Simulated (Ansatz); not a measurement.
The relaxed structure here is a generated cell of TaAs: the first start was made by placing the elements on the sites of a structure type, and the end was not matched to a known phase here, so it may be hypothetical. Known forms of TaAs include space group No. 109.

One starting cell of TaAs (a generated cell, TaAs placed in the CsCl structure type) was relaxed twice with Ansatz (plane waves, PAW, scalar-relativistic): with PBEsol at 420 eV and with PBE at 420 eV. The PBEsol result:

```yaml
crystal:
  lattice:
    - [3.17812, 0.00000, 0.00000]
    - [0.00000, 3.17812, 0.00000]
    - [0.00000, 0.00000, 3.17812]
  atoms:
    - { symbol: Ta, position: [0.00000, 0.00000, 0.00000] }
    - { symbol: As, position: [0.50000, 0.50000, 0.50000] }
```

| quantity | PBEsol | PBE |
|---|---|---|
| space group | Pm-3m | Pm-3m |
| volume (Å³/atom) | 16.05 | … |
| a (Å) | 3.178 | … |
| gap (eV, no spin-orbit coupling) | 0.00 | … |

Q: What does PBE give for the same quantities?

A: 
- volume (Å³/atom), PBE: 16.61
- a (Å), PBE: 3.215
- gap (eV, no spin-orbit coupling), PBE: 0.00

Both levels end in the same structure; PBE's volume is 3.5 % larger. Neither column is exact.

No spin polarisation in the result.

The run could not lose the symmetry of its start; a randomly shaken copy of 4 atoms returns to this structure.

All atoms sit on sites fixed by symmetry, so only the cell could relax.

Ansatz is an electronic-structure program.
